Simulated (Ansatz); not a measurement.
BaGaGeH:
```cif
data_HBaGaGe
_chemical_formula_sum 'Ba1 Ga1 Ge1 H1'
_space_group_name_H-M_alt 'P 1'
_space_group_IT_number 1
_cell_length_a 4.32856
_cell_length_b 4.32856
_cell_length_c 5.24312
_cell_angle_alpha 90.000
_cell_angle_beta 90.000
_cell_angle_gamma 120.000
loop_
_space_group_symop_operation_xyz
  'x, y, z'
loop_
_atom_site_label
_atom_site_type_symbol
_atom_site_fract_x
_atom_site_fract_y
_atom_site_fract_z
_atom_site_occupancy
Ba1 Ba 0.33333 0.66667 0.00259 1
Ga1 Ga 0.00000 0.00000 0.54998 1
Ge1 Ge 0.66667 0.33333 0.44950 1
H1 H 0.00000 0.00000 0.87783 1
```

Relaxed with r²SCAN.

Task: Tabulate the valence density and the electron localisation function along the shortest Ga–H contact (1.72 Å), r²SCAN (plane waves, PAW; program Ansatz).

Result: 

```tsv
distance from Ga (Å)	density (e/Å³)	ELF
0.17	37.78	-0.02
0.26	25.14	0.02
0.34	14.63	0.04
0.43	7.61	0.04
0.52	3.79	0.08
0.60	1.95	0.14
0.69	1.15	0.19
0.77	0.80	0.24
0.86	0.64	0.28
0.95	0.57	0.37
1.03	0.56	0.53
1.12	0.60	0.73
1.20	0.68	0.90
1.29	0.80	0.96
1.38	0.98	0.99
1.46	1.24	1.00
1.55	1.57	1.00
```

The density is the valence pseudo-density with augmentation charge, so density and ELF within about 1 Å of a nucleus are not all-electron values.

Space group P3m1. The first step of the workflow began from a Materials Project structure, measured or hypothetical; the Crystallography Open Database files this formula in space group No. 156, but the cells were not matched. Whether it is the stable phase at ambient conditions was not checked. The r²SCAN relaxation kept the symmetry of its start; its stability against distortions is not shown here. Spin–orbit coupling is left out wherever it is not named.

Potentials: the later of the program's two PAW sets.
